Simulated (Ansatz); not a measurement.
Consider the following.

TiO2 (anatase)

```
CELL_PARAMETERS angstrom
     -1.88489     1.88489     4.77588
      1.88489    -1.88489     4.77588
      1.88489     1.88489    -4.77588
ATOMIC_POSITIONS crystal
  Ti 0.50000 0.50000 0.00000
  Ti 0.25000 0.75000 0.50000
  O  0.29247 0.29247 0.00000
  O  0.04247 0.54247 0.50000
  O  0.45753 0.95753 0.50000
  O  0.70753 0.70753 0.00000
```

Scan: atom 6 (O, nearest neighbour Ti at 1.928 Å; its periodic images, 3.8 Å or more away, move with it) is displaced along Cartesian [111], direction (0.577, 0.577, 0.577) in Cartesian axes, by s. The other atoms stay.

Level of theory: PBEsol (plane waves to 420 eV, PAW, scalar-relativistic; Ansatz, a quantum-chemistry and plane-wave program). k mesh 10×10×10 (Γ-centred), Fermi-Dirac smearing 0.05 eV. The energy includes the smearing's −TS. TiO2 is run without spin polarisation. TiO2 was relaxed with its symmetry unable to fall. The zero of ΔE is the undisplaced structure.

The scan covers s from -0.190 to 0.190 Å in 11 points.

**Question.** Is the energy the same for displacements of ±0.190 Å, and if not, which side lies higher?

**Answer.** Not even: the negative side lies higher at ±0.190 Å. With its periodic images moving along, the atom's site symmetry in this cell is mm2.

**Question.** What is the force constant k = d²E/ds² of this move at s = 0?

**Answer.** 10.2 eV/Å².

(A displaced cell: forces are minus the slopes of the energy, force constants its curvatures, and phonons follow from these.)
